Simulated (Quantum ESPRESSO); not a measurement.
# B7MgP7S: input and log of a self-consistent run

Simulated, not a measurement. The program is pw.x of Quantum ESPRESSO 7.5 (plane-wave density functional theory). The cell is made up: 16 atoms on a doubled zincblende/diamond lattice, with randomly drawn elements, strain and displacements, not relaxed. PseudoDojo standard norm-conserving files (v0.5 for PBE, v0.4.1 for LDA and PBEsol) set the functional; there is no spin polarisation, spin-orbit coupling or dispersion term, and the masses in the input are unused placeholders.

Input:

```
&control calculation='scf', pseudo_dir='./dojo.nc.sr.pbe.v0_5.standard.upf', outdir='./o', disk_io='low', tprnfor=.true., tstress=.true. /
&system ibrav=0, nat=16, ntyp=4, nbnd=42, ecutwfc=84.00895049, nosym=.true., tot_charge=0,
 occupations='smearing', smearing='fd', degauss=0.0018374661
/
&electrons conv_thr=7.350e-09, electron_maxstep=60, /
ATOMIC_SPECIES
B 1.0 B.upf
Mg 1.0 Mg.upf
P 1.0 P.upf
S 1.0 S.upf
CELL_PARAMETERS angstrom
4.6607 0.0 0.0
0.0 4.6607 0.0
0.0 0.0 9.3214
ATOMIC_POSITIONS angstrom
B -0.0225 -0.0205 -0.0277
B 0.0423 2.3 2.3208
B 2.3422 0.0428 2.3295
B 2.3595 2.3154 0.0248
Mg -0.0142 0.0199 4.6711
B 0.0179 2.4736 6.955
B 2.3251 -0.059 6.975
B 2.3255 2.3155 4.6915
P 1.1908 1.1541 1.1549
P 1.2011 3.4593 3.5282
P 3.4603 1.144 3.4826
P 3.4917 3.5445 1.1168
P 1.1171 1.1928 5.7932
S 1.116 3.45 8.1375
P 3.479 1.132 8.195
P 3.5315 3.4465 5.8132
K_POINTS automatic
5 5 3 1 1 1
```

The log is shortened where brackets say so; the opening notice, blank lines, dates and the lines on written files are dropped, and the path of the files is cut. It prints rydbergs, bohrs and kilobars, and counts compression as positive stress. With no partly filled state, the Fermi energy that it prints is only some level between the filled and the empty states on the mesh, and need not lie in the true gap.

```
     Program PWSCF v.7.5
     Parallel version (MPI & OpenMP), running on       4 processor cores
     Number of MPI processes:                 4
     Threads/MPI process:                     1
     [start-up lines left out]
     bravais-lattice index     =            0
     lattice parameter (alat)  =       8.8074  a.u.
     unit-cell volume          =    1366.4069 (a.u.)^3
     number of atoms/cell      =           16
     number of atomic types    =            4
     number of electrons       =        72.00
     number of Kohn-Sham states=           42
     kinetic-energy cutoff     =      84.0090  Ry
     charge density cutoff     =     336.0358  Ry
     scf convergence threshold =      7.3E-09
     mixing beta               =       0.7000
     number of iterations used =            8  plain     mixing
     Exchange-correlation= PBE
                           (   1   4   3   4   0   0   0)
     [axes and pseudopotential details left out]
   Cartesian axes
     site n.     atom                  positions (alat units)
         1        B      tau(   1) = (  -0.0048276  -0.0043985  -0.0059433  )
         2        B      tau(   2) = (   0.0090759   0.4934881   0.4979510  )
         3        B      tau(   3) = (   0.5025425   0.0091832   0.4998176  )
         4        B      tau(   4) = (   0.5062544   0.4967923   0.0053211  )
         5        Mg     tau(   5) = (  -0.0030468   0.0042697   1.0022314  )
         6        B      tau(   6) = (   0.0038406   0.5307357   1.4922651  )
         7        B      tau(   7) = (   0.4988736  -0.0126590   1.4965563  )
         8        B      tau(   8) = (   0.4989594   0.4968138   1.0066084  )
         9        P      tau(   9) = (   0.2554981   0.2476237   0.2477954  )
        10        P      tau(  10) = (   0.2577081   0.7422276   0.7570107  )
        11        P      tau(  11) = (   0.7424421   0.2454567   0.7472268  )
        12        P      tau(  12) = (   0.7491793   0.7605081   0.2396207  )
        13        P      tau(  13) = (   0.2396850   0.2559272   1.2429893  )
        14        S      tau(  14) = (   0.2394490   0.7402322   1.7459824  )
        15        P      tau(  15) = (   0.7464544   0.2428820   1.7583196  )
        16        P      tau(  16) = (   0.7577188   0.7394812   1.2472805  )
     number of k points=    38  Fermi-Dirac smearing, width (Ry)=  0.0018
                       cart. coord. in units 2pi/alat
        k(    1) = (   0.1000000   0.1000000   0.0833333), wk =   0.0533333
        k(    2) = (   0.1000000   0.1000000  -0.2500000), wk =   0.0533333
     [further k points left out]
     Dense  grid:   142227 G-vectors     FFT dimensions: (  54,  54, 108)
     Estimated max dynamical RAM per process >     327.31 MB
     Estimated total dynamical RAM >       1.18 GB
     Initial potential from superposition of free atoms
     starting charge      71.9964, renormalised to      72.0000
     Starting wfcs are   65 randomized atomic wfcs
     total cpu time spent up to now is        6.5 secs
     per-process dynamical memory:   252.2 Mb
     Self-consistent Calculation
     iteration #  1     ecut=    84.01 Ry     beta= 0.70
     Davidson diagonalization with overlap
     ethr =  1.00E-02,  avg # of iterations =  4.1
     total cpu time spent up to now is       19.1 secs
     total energy              =    -278.44990584 Ry
     estimated scf accuracy    <       0.98580339 Ry
     iteration #  2     ecut=    84.01 Ry     beta= 0.70
     Davidson diagonalization with overlap
     ethr =  1.37E-03,  avg # of iterations =  7.3
     total cpu time spent up to now is       34.9 secs
     total energy              =    -277.45695824 Ry
     estimated scf accuracy    <       6.97649043 Ry
     iteration #  3     ecut=    84.01 Ry     beta= 0.70
     Davidson diagonalization with overlap
     ethr =  1.37E-03,  avg # of iterations =  5.6
     total cpu time spent up to now is       48.8 secs
     total energy              =    -278.76469001 Ry
     estimated scf accuracy    <       0.57824292 Ry
     iteration #  4     ecut=    84.01 Ry     beta= 0.70
     Davidson diagonalization with overlap
     ethr =  8.03E-04,  avg # of iterations =  2.0
     total cpu time spent up to now is       57.4 secs
     total energy              =    -278.77290197 Ry
     estimated scf accuracy    <       0.16207701 Ry
     iteration #  5     ecut=    84.01 Ry     beta= 0.70
     Davidson diagonalization with overlap
     ethr =  2.25E-04,  avg # of iterations =  3.6
     total cpu time spent up to now is       68.0 secs
     total energy              =    -278.78549562 Ry
     estimated scf accuracy    <       0.02666238 Ry
     [iterations 6 to 10 left out]
     iteration # 11     ecut=    84.01 Ry     beta= 0.70
     Davidson diagonalization with overlap
     ethr =  4.98E-09,  avg # of iterations =  2.0
     total cpu time spent up to now is      142.9 secs
     total energy              =    -278.79043584 Ry
     estimated scf accuracy    <       0.00000283 Ry
     iteration # 12     ecut=    84.01 Ry     beta= 0.70
     Davidson diagonalization with overlap
     ethr =  3.93E-09,  avg # of iterations =  2.0
     total cpu time spent up to now is      151.3 secs
     total energy              =    -278.79043582 Ry
     estimated scf accuracy    <       0.00000059 Ry
     iteration # 13     ecut=    84.01 Ry     beta= 0.70
     Davidson diagonalization with overlap
     ethr =  8.15E-10,  avg # of iterations =  3.8
     total cpu time spent up to now is      161.5 secs
     total energy              =    -278.79043597 Ry
     estimated scf accuracy    <       0.00000002 Ry
     iteration # 14     ecut=    84.01 Ry     beta= 0.70
     Davidson diagonalization with overlap
     ethr =  2.82E-11,  avg # of iterations =  4.1
     total cpu time spent up to now is      173.7 secs
     total energy              =    -278.79043597 Ry
     estimated scf accuracy    <       0.00000003 Ry
     iteration # 15     ecut=    84.01 Ry     beta= 0.70
     Davidson diagonalization with overlap
     ethr =  2.82E-11,  avg # of iterations =  2.2
     total cpu time spent up to now is      183.6 secs
     End of self-consistent calculation
          k = 0.1000 0.1000 0.0833 ( 17753 PWs)   bands (ev):
   -64.8835 -31.9067 -31.8723 -31.8418  -7.7204  -5.2320  -4.4861  -3.4566
    -2.1849  -1.9140  -1.4706  -1.2618   0.0068   0.1027   0.5341   1.1952
     2.1537   2.6461   2.9591   3.2293   3.7130   3.9102   4.2075   4.4653
     4.5813   4.8755   4.9784   5.2108   5.6275   5.9504   6.1101   6.7748
     6.8030   7.6220   8.5794   8.8685   9.6445   9.9168  10.3953  10.5162
    10.6963  11.0484
     [levels at the other k points left out]
     the Fermi energy is     9.2223 ev
!    total energy              =    -278.79043597 Ry
     estimated scf accuracy    <          5.3E-10 Ry
     smearing contrib. (-TS)   =      -0.00000001 Ry
     internal energy E=F+TS    =    -278.79043596 Ry
     The total energy is F=E-TS. E is the sum of the following terms:
     one-electron contribution =     -69.50799726 Ry
     hartree contribution      =      67.93416053 Ry
     xc contribution           =     -68.54847487 Ry
     ewald contribution        =    -208.66812436 Ry
     convergence has been achieved in  15 iterations
     Forces acting on atoms (cartesian axes, Ry/au):
     atom    1 type  1   force =     0.01743344    0.02103924    0.01918700
     atom    2 type  1   force =    -0.02748082    0.00926931   -0.00177212
     atom    3 type  1   force =    -0.00708393   -0.02920412   -0.01308151
     atom    4 type  1   force =    -0.00973724   -0.01192545    0.00290073
     atom    5 type  2   force =    -0.00612860   -0.03712040   -0.06060151
     atom    6 type  1   force =    -0.00865061   -0.11154351    0.01994700
     atom    7 type  1   force =     0.00701195    0.03277647   -0.00828083
     atom    8 type  1   force =     0.02005322   -0.01679226   -0.01777335
     atom    9 type  3   force =    -0.02643964   -0.00811768    0.00033272
     atom   10 type  3   force =     0.12753572   -0.11637113   -0.15678782
     atom   11 type  3   force =    -0.13390316    0.17137716   -0.16238678
     atom   12 type  3   force =     0.01401460   -0.02479192    0.04064379
     atom   13 type  3   force =     0.19709765    0.18242334    0.21675220
     atom   14 type  4   force =     0.02482465    0.03919027    0.01429532
     atom   15 type  3   force =     0.01222730    0.01491647   -0.04896358
     atom   16 type  3   force =    -0.20077454   -0.11512581    0.15558873
     Total force =     0.597299     Total SCF correction =     0.000061
     Computing stress (Cartesian axis) and pressure
          total   stress  (Ry/bohr**3)                   (kbar)     P=       92.83
   0.00061434   0.00005616   0.00015230           90.37        8.26       22.40
   0.00005616   0.00067349  -0.00004980            8.26       99.07       -7.33
   0.00015230  -0.00004980   0.00060535           22.40       -7.33       89.05
     init_run     :      6.09s CPU      6.36s WALL (       1 calls)
     electrons    :    176.14s CPU    177.19s WALL (       1 calls)
     forces       :      2.36s CPU      2.39s WALL (       1 calls)
     stress       :      7.83s CPU      8.09s WALL (       1 calls)
     [timing details left out]
     PWSCF        :   3m12.58s CPU   3m14.27s WALL
     JOB DONE.
```

In other units: free energy -3793.137 eV for the cell, pressure 9.28 GPa, largest force component 5.573 eV/Å. A rerun of a related cell, with the same atoms placed differently, at a cutoff of 1437 eV and k mesh 7 x 7 x 5 moved values by no more than 0.003 eV in energy, 0.02 GPa in stress and 0.004 eV/Å in force.